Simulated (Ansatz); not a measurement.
Ansatz input file:

```yaml
crystal:
  lattice:
    - [-2.0525662798, 2.0525662798, 4.0781397722]
    - [2.0525662798, -2.0525662798, 4.0781397722]
    - [2.0525662798, 2.0525662798, -4.0781397722]
  atoms:
    - { symbol: Sn, position: [0.0, 0.0, 0.0] }
    - { symbol: F, position: [0.2315637264, 0.2315637264, 0.0] }
    - { symbol: F, position: [0.7684362736, 0.7684362736, 0.0] }
    - { symbol: F, position: [0.5, 0.0, 0.5] }
    - { symbol: F, position: [0.0, 0.5, 0.5] }
basis:
  ecutwfc: 420
kpoints:
  mp_grid: { grid: [8, 8, 8] }
  band_path:
    path:
      - [[0.0, 0.0, 0.0], [0.0, 0.0, 0.5], [0.25, 0.25, 0.25], [0.0, 0.5, 0.0], [0.0, 0.0, 0.0], [0.5, 0.5, -0.5], [0.3133301, 0.6866699, -0.3133301]]
      - [[-0.3133301, 0.3133301, 0.3133301], [0.0, 0.0, 0.0]]
      - [[0.0, 0.0, 0.5], [-0.1266602, 0.1266602, 0.5]]
      - [[0.5, 0.5, -0.1266602], [0.5, 0.5, -0.5]]
    npoints: 14
hamiltonian:
  xc: pbesol
scf:
  occupations: { method: gaussian, width: 0.02 }
  n_extra_bands: 12
output:
  forces: true
  stress: true
  eigenvalues: true
  populations: true
  dos: { projected: true, de: 0.02, nscf_kmesh: { grid: [12, 12, 12] } }
  bader: true
  write_density: true
  write_potential: true
  elf: true
  volumetric_format: npy
```

Launched with
```bash
ansatz run input.yaml --threads 1 --pin off --max-ram 2560MiB --backend cpu --events-out ev --progress --plain --runs-dir out
```

These are results of DFT PBEsol, scalar-relativistic, plane waves, PAW (Ansatz), not measurements.

Part of what the program printed, abridged (final results; tables in files aren't shown):

```
SCF 1 converged in 7 iterations: F = -9152.227541 eV  dr2 = 8.18e-9
SCF converged after 7 iterations
Free energy (F): -9152.227541 eV
Harris-Foulkes:  -9152.227541 eV  (|F-HF|=2.01e-8)
Internal energy: -9152.227541 eV  (E = F + TS)
E sigma→0 (E₀):  -9152.227541 eV
Fermi energy:    3.577534 eV
--- Per-component energies (eV) ---
  E_band       = -325.436386
  E_kinetic    = 1010.652804
  E_local      = -3566.373993  (includes V_loc(G=0)·N_el)
  E_nonlocal   = 268.334159
  E_hartree    = 1547.603895
  E_xc         = -687.566587
  E_vxc        = -495.416320  (∫ρ·V_xc dr)
  E_paw        = -4852.609822  (= ΣΔE_a)
  E_vpaw       = -637.847533  (= ΣTr[D̂ρ^β])
  E_aug_tail   = 0.008170  (compensation charges beyond the density's cutoff)
  E_ewald      = -2872.730777
  E_core_change = 0.454610  (= ΣΔE_core)
  E_smearing   =  0.000000  (= −TS)
--- Forces (eV/Å), atoms counted from 1 ---
  atom   1  Sn     0.00000000     0.00000000     0.00000000
  atom   2  F      0.00000000     0.00000000    -0.00223502
  atom   3  F      0.00000000     0.00000000     0.00223502
  atom   4  F      0.00000000     0.00000000     0.00000000
  atom   5  F      0.00000000     0.00000000     0.00000000
--- Stress (GPa, compression-positive) ---
        0.002707       0.000000       0.000000
        0.000000       0.002707       0.000000
        0.000000       0.000000       0.045806
  P = ⅓ Tr σ = 0.0171 GPa (0.171 kbar)
--- Band table (eV; the first three rows and the last of 59) ---
  k-point 0: bands = ["-20.0616", "-19.9452", "-19.4256", "-17.8272", "-17.1256", "-16.9972", "-16.9972", "-15.8302", "-15.2145", "-3.2020", "-3.2020", "-1.7407", "-1.2474", "-0.0006", "-0.0006", "0.0601", "0.7240", "0.8156", "0.8156", "1.6892", "1.6892", "5.2231", "13.2871", "14.3198", "14.3198", "15.5754", "16.8472", "17.8959", "18.0019", "18.6528", "18.6528", "21.2631", "23.4998"]
  k-point 1: bands = ["-19.9785", "-19.8673", "-19.4104", "-17.8470", "-17.1303", "-16.9997", "-16.9988", "-16.0400", "-15.2776", "-3.8134", "-2.8479", "-1.6317", "-0.6736", "-0.1542", "-0.1122", "0.0761", "0.6657", "0.9542", "0.9688", "1.4385", "1.6919", "5.6820", "13.3515", "13.7306", "14.3607", "15.1699", "17.1044", "17.5444", "18.0958", "18.2035", "19.4483", "22.2121", "23.4433"]
  k-point 2: bands = ["-19.7437", "-19.6697", "-19.3698", "-17.8941", "-17.1416", "-17.0057", "-17.0029", "-16.5616", "-15.4456", "-4.7254", "-1.9536", "-1.3306", "-0.5288", "-0.4049", "0.1576", "0.2724", "0.4960", "0.9373", "1.1664", "1.3478", "1.6888", "6.8343", "12.3860", "12.9725", "14.2223", "14.9557", "16.9357", "17.2518", "17.8138", "19.2080", "20.9954", "21.2485", "23.1914"]
  k-point 58: bands = ["-20.0649", "-19.9868", "-19.1631", "-18.1154", "-17.1254", "-16.9940", "-16.9940", "-15.8310", "-15.1761", "-3.3057", "-3.3057", "-1.6802", "-0.8251", "-0.1349", "-0.0566", "-0.0566", "0.1614", "0.9538", "0.9538", "1.7681", "1.7681", "6.2891", "12.1442", "14.2067", "14.7543", "14.7543", "16.6175", "18.7205", "18.7205", "18.9276", "19.5201", "21.5395", "22.7118"]
--- Löwdin populations: 5 sites ---
  site symbol q [e]
     0     Sn     11.9498
     1      F      7.4699
     2      F      7.4699
     3      F      7.4656
     4      F      7.4656
  spilling = 0.004268 (of n_electrons = 42.000000)
--- Bader charges: 5 sites ---
  site symbol charge [e]  shift [e]
     0     Sn      2.7229     0.0175
     1      F     -0.6452     0.0049
     2      F     -0.6452     0.0049
     3      F     -0.7162     0.0038
     4      F     -0.7162     0.0038
  estimated error of the sums over rays = 2.2e-4 e
```

Self-consistency was reached.

It took 75 s on 1 thread of Arm Neoverse V1 (shared host), peak memory 0.46 GiB.